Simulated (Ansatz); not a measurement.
The elements of this relaxed trial crystal are hidden behind letters.

```
lattice vectors (Å)
   6.7729    0.0000    0.0000
  -3.3865    5.8655    0.0000
   0.0000    0.0000    6.4466
fractional positions
X 0.6667 0.3333 0.4996
X 0.3333 0.6667 0.4996
Z 0.3416 0.3416 0.0033
Z 0.0000 0.6584 0.0033
Z 0.6584 0.0000 0.0033
Z 0.0000 0.0000 0.4994
Q 0.3578 0.3578 0.3868
Q 0.0000 0.6422 0.3868
Q 0.6422 0.0000 0.3868
Q 0.6667 0.3333 0.8489
Q 0.3333 0.6667 0.8489
Q 0.0000 0.0000 0.8833
```

The calculation used Ansatz, DFT PBE, scalar-relativistic, plane waves, PAW. The final run on the 12-atom cell used 420 eV, a Γ-centred 6×6×4 mesh, 0.02 eV smearing and no spin polarisation.

```
Space group                               : P31m (No. 157)
Conventional cell                         : a = 6.773 Å, c = 6.447 Å
Volume per atom                           : 21.34 Å³
Density                                   : 4.88 g/cm³
Formation energy                          : −0.712 eV/atom
Gap on the 6×6×4 mesh of the 12-atom cell : 1.86 eV
```

Energies are uncorrected and count from the elements' standard states at the same level.

Question: X is an s-block element of period 2, Z is a d-block element of period 4 and Q is a p-block element of period 4. Which elements are they?

Answer: X = Be, Z = Zn, Q = Se, so the formula is BeZn2Se3. Density times volume gives a mean mass of 4.88 × 21.34/1.6605 = 62.7 u per atom, and this set has 62.8 u. Be is surrounded by 4 Se at 2.25–2.30 Å; Zn on a site of symmetry m is surrounded by 4 Se at 2.44–2.47 Å; Se on a site of symmetry m has 2 Be at 2.30 Å and 2 Zn at 2.47–2.53 Å; 3 more sites not described. Other sets within the hints have nearly the same mass, so mass alone doesn't settle it; this one was computed.

Kohn–Sham gaps at this level usually fall short of measured ones. A later test with randomly moved atoms came back to the same energy, though modes that don't fit the test's cell weren't probed.
